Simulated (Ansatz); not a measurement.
Ansatz input

```yaml
crystal:
  lattice:
    - [0.0, 2.5375454346, 2.5375454346]
    - [2.5375454346, 0.0, 2.5375454346]
    - [2.5375454346, 2.5375454346, 0.0]
  atoms:
    - { symbol: Pd, position: [0.0, 0.0, 0.0], spin: 0.5 }
    - { symbol: Pd, position: [0.5, 0.5, 0.5], spin: -0.5 }
hamiltonian:
  xc: lda
  pseudopotentials:
    kind: paw
    azcp:
      Pd: "pseudopotentials/Pd.paw.azcp"
basis:
  ecutwfc: 420
  fft_grid_basis: typed
kpoints:
  mp_grid: { grid: [18, 18, 18], shift: [0, 0, 0] }
magnetization:
  spin_polarized: true
scf:
  occupations: { method: fermi_dirac, width: 0.05 }
output:
  stress: true
  write_density: true
  write_potential: true
  elf: true
  volumetric_format: npy
```

Output

```
Warning: the record states the generating functional pbe (its physics header spells it `PBE`), which answers neither for hamiltonian.xc's functional nor for the lda family's — results may be inconsistent (PPs are generated against a specific XC)
Engine: ansatz 0.2.0, aarch64-unknown-linux-gnu
Pseudopotentials: kind: paw
Pseudopotential: Pd, paw, valence charge 18, recommended cutoff 420 eV (normal) 
Functional definition: SPW92
  exchange = slater_x
  correlation = pw_c
Crystal: 2 atoms, lattice volume = 32.679 Å³
Basis set: ecut = 420 eV, 609 PW (Γ)
Bands: 23, of which v1, the nominal top of the filled ones, is band 18 counted from 1 (17 counted from 0)
Symmetry: 48 space group operations
Space group: Fm-3m (ITA 225), of the structure as read, at distance tolerance 3.2e-5 Å
Magnetic group: BNS 225.121 (UNI 1623), of the structure as read, at distance tolerance 3.2e-5 Å
k-points: 195 of 5832
Non-local potential: Pd, projectors of the file, l = 0: 2, l = 1: 2, l = 2: 2, l = 3: 1
PAW form: soft (Blöchl's): semilocal exchange-correlation on the pseudo side does not see the compensation charge
PAW frozen core: Pd, regenerated for the run's functional, and the local potential with it (the file was generated under x = pbe(κ = 0.804, μ = 0.2195149727645171), c = pbe(β = 0.06672455060314922))
PAW one-centre angular grid: Pd, 590 points (default); XC on 64 Gauss nodes
Initial density: superposition of atomic densities (chi_scale 0.1, normalization cell)
Starting moments: Σ|m| = 1 μB on 2 of 2 sites
Starting magnetic order: antiferromagnet; a translation exchanges its spin sublattices: spin-degenerate at every k-point
Initial wavefunctions: pseudopotential atomic-orbital guess
Functional: x = slater, c = lda
SCF iter   1: F=—  HF=-13690.308810 eV  |F-HF|=—  |Δ(HF+E_count)|=         —  Δρ=8.46e-2 (↑8.46e-2 ↓8.46e-2)  dr2=8.73e0  dr2_m=2.21e-1  M=0.000 μB ∫|m|=0.213 μB  β_m=0.30  ethr=3.10e-3  ⟨swp⟩=5.3  Hψ=17928  notcnv=0
spin=Collinear: Kerker preconditioning applied to the charge; magnetization (m = ρ↑ − ρ↓) channel mixes plain (no charge-response kernel on spin).
SCF iter   2: F=—  HF=-13688.704863 eV  |F-HF|=—  |Δ(HF+E_count)|=    1.60e0  Δρ=4.99e-2 (↑4.99e-2 ↓4.99e-2)  dr2=2.79e0  dr2_m=1.32e-1  M=0.000 μB ∫|m|=0.151 μB  β_m=0.30  ethr=3.10e-3  ⟨swp⟩=2.0  Hψ=8611  notcnv=0  defer=36
SCF iter   3: F=—  HF=-13687.972709 eV  |F-HF|=—  |Δ(HF+E_count)|=   7.32e-1  Δρ=2.27e-2 (↑2.27e-2 ↓2.27e-2)  dr2=1.47e-1  dr2_m=7.92e-2  M=0.000 μB ∫|m|=0.102 μB  β_m=0.30  ethr=3.10e-3  ⟨swp⟩=2.2  Hψ=7732  notcnv=0  defer=32
SCF iter   4: F=—  HF=-13687.946876 eV  |F-HF|=—  |Δ(HF+E_count)|=   2.58e-2  Δρ=1.28e-2 (↑1.28e-2 ↓1.28e-2)  dr2=1.59e-2  dr2_m=4.56e-2  M=0.000 μB ∫|m|=0.076 μB  β_m=0.30  ethr=4.09e-4  ⟨swp⟩=2.1  Hψ=10138  notcnv=0  defer=30
SCF iter   5: F=—  HF=-13687.948386 eV  |F-HF|=—  |Δ(HF+E_count)|=   1.51e-3  Δρ=9.69e-3 (↑9.69e-3 ↓9.69e-3)  dr2=3.74e-3  dr2_m=2.61e-2  M=0.000 μB ∫|m|=0.057 μB  β_m=0.30  ethr=4.42e-5  ⟨swp⟩=2.0  Hψ=6940  notcnv=0  defer=30
...
WARN: the starting moments were not kept: the SCF closed with an absolute magnetisation of 8.4e-7 μB, where they sum to 1 μB in size (2 sites). That is at most 0.1 of that sum. Measured as dr2_m measures the in/out step, that magnetisation stands 2.7e-13 eV from none, at or under the dr2_threshold of 1.0e-7 eV: it is no larger than a step whose dr2_m would equal this threshold. The system may hold no moment; this SCF shows only that its start led to no more than that. To try another start: raise the starting moments (crystal.atoms[].spin, magnetization.per_species, magnetization.initial_magnetization, or on a non-collinear deck that types none of these the spinor_matrix: blocks that start its atoms; where the total moment is fixed, keep their sum and leave initial_magnetization as it is; typed ones take the place of any that the run laid by itself, positive ones on a crystal's lanthanoids without a Hubbard term where scf.initial_density.shell_occupations: [] is typed) or, if the notice of its spin-set hold's release reads "site moments contracting" or "site moments show no strong build", lengthen the hold (scf.mixing.spin_hold: { on: { confirm: 4 } }; for m-r²SCAN on two components see the key's manual first). Each may lead to a state that holds a moment. A second SCF, from the converged charge density, with the starting moments and any scf.initial_density.shell_occupations laid on it anew, would have followed, and was not run: the deck does not ask for one (magnetization.retry_lost_moments is false, the default). To let it run, set magnetization.retry_lost_moments: true and run the deck again, where that key's refused combinations let it; where memory then withholds it, that run's warning says so.
SCF converged after 12 iterations
Magnetization: 0.0000 μB (18.0000 up, 18.0000 down)
Absolute magnetization: 0.0000 μB (∫|ρ↑−ρ↓|, with the PAW one-centre terms)
Spin contamination: 0.0000 ħ² per cell (⟨S²⟩ above its minimum at these occupations)
Per-site moments (μB) at R_I (Å): [(3.478404293460924e-7, 1.0467374917725), (-3.478404293460924e-7, 1.0467374917725)]
Free energy (F): -13687.954362 eV
Harris-Foulkes:  -13687.954362 eV  (|F-HF|=6.17e-10)
Internal energy: -13687.929276 eV  (E = F + TS)
E sigma→0 (E₀):  -13687.941819 eV
Entropy (-TS):   -0.025086 eV (-12.543 meV/atom)
Fermi energy:    17.126190 eV
--- Per-component energies (eV) ---
  E_band       = -368.747643
  E_kinetic    = 1030.256559
  E_local      = -3978.161901  (includes V_loc(G=0)·N_el)
  E_nonlocal   = 446.768339
  E_hartree    = 1610.343589
  E_xc         = -335.024136
  E_vxc        = -422.218961  (∫ρ·V_xc dr)
  E_paw        = -7246.869800  (= ΣΔE_a)
  E_vpaw       = -666.082952  (= ΣTr[D̂ρ^β])
  E_aug_tail   = 0.000428  (compensation charges beyond the density's cutoff)
  E_ewald      = -5216.603823
  E_core_change = 1.361468  (= ΣΔE_core)
  E_smearing   = -0.025086  (= −TS)
  E_closure    = -0.000000  (closes the sum)
  Σ components = -13687.954362   (vs F -13687.954362, Δ=0.00e0)
--- Stress (GPa, compression-positive) ---
        0.259042      -0.000000      -0.000000
       -0.000000       0.259042       0.000000
        0.000000       0.000000       0.259042
  P = ⅓ Tr σ = 0.2590 GPa (2.590 kbar)
--- Band table (eV; the first three rows and the last of 390) ---
  k-point 0 ↑: bands = ["-66.8820", "-66.7231", "-32.7978", "-32.7978", "-32.7978", "-32.3987", "-32.3987", "-32.3987", "10.4896", "12.0000", "12.0000", "12.7314", "12.7314", "12.7314", "17.1788", "17.1788", "17.1788", "18.5596", "18.5596", "28.1039", "28.7422", "28.7422", "28.7422"]
  k-point 1 ↑: bands = ["-66.8808", "-66.7243", "-32.7953", "-32.7949", "-32.7949", "-32.4024", "-32.4020", "-32.4020", "10.5553", "12.0323", "12.0323", "12.7370", "12.7648", "12.7648", "17.1426", "17.1505", "17.1505", "18.4717", "18.4717", "28.1026", "28.3859", "28.8096", "28.8096"]
  k-point 2 ↑: bands = ["-66.8772", "-66.7278", "-32.7878", "-32.7864", "-32.7864", "-32.4131", "-32.4115", "-32.4115", "10.7502", "12.1289", "12.1289", "12.7552", "12.8637", "12.8637", "17.0386", "17.0659", "17.0659", "18.2203", "18.2203", "27.1506", "28.4890", "28.9957", "28.9957"]
  k-point 194 ↓: bands = ["-66.8061", "-66.7969", "-32.8894", "-32.8790", "-32.6508", "-32.5641", "-32.3379", "-32.3306", "12.7464", "12.8642", "12.9822", "13.2659", "14.5516", "15.4934", "15.5248", "15.5834", "16.3458", "16.6255", "19.8125", "20.6117", "22.4830", "22.5324", "32.8615"]
```
